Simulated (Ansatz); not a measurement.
## Formation energy of HfN (NiAs-type structure)

Computed with Ansatz (plane waves, PAW, 420 eV cutoff): PBEsol, scalar-relativistic, no spin polarisation, Γ-centred 10×10×8 mesh, 0.05 eV Gaussian smearing; PAW files: Ansatz's generated set soft_2.

This is a trial structure; measured cells of the compound in the Crystallography Open Database are in space group Fm-3m (rock salt).

Symmetry: P6_3/mmc, No. 194, hexagonal system. Conventional cell: a = 3.124 Å, b = 3.124 Å, c = 5.614 Å, α = 90.00°, β = 90.00°, γ = 120.00°. Hf (site symmetry -3m) is surrounded by 6 N at 2.29 Å. N (site symmetry -6m2) is surrounded by 6 Hf at 2.29 Å. (Shells end 15 % past the nearest neighbour.)

The elements were computed in their standard states (gases as isolated molecules) with the same datasets, cutoff and functional. Total energies depend on the potentials used, so only differences within one code and one set of settings carry meaning.

Energy of the relaxed cell (4 atoms, smearing extrapolated to zero): -31959.023 eV. Elements, in eV/atom: Hf -15598.025, N -378.472.

Problem. What is the formation energy?

Solution. [-31959.023 − (2 × -15598.025 + 2 × -378.472)] / 4 = -1.51 eV/atom, or -145 kJ per mole of atoms.

The value is for 0 K, without zero-point energy and without any correction for the binding of gas molecules. The functional's error in the binding of N₂ enters directly. A negative value shows stability against the elements alone, not against other compounds or structures.

A formal count (Hf⁴⁺, N³⁻) leaves 1 electron a formula unit beyond the anions' closed shells. It goes into the bands above the anion p states, which fits the metal found.

These numbers lack spin–orbit coupling.
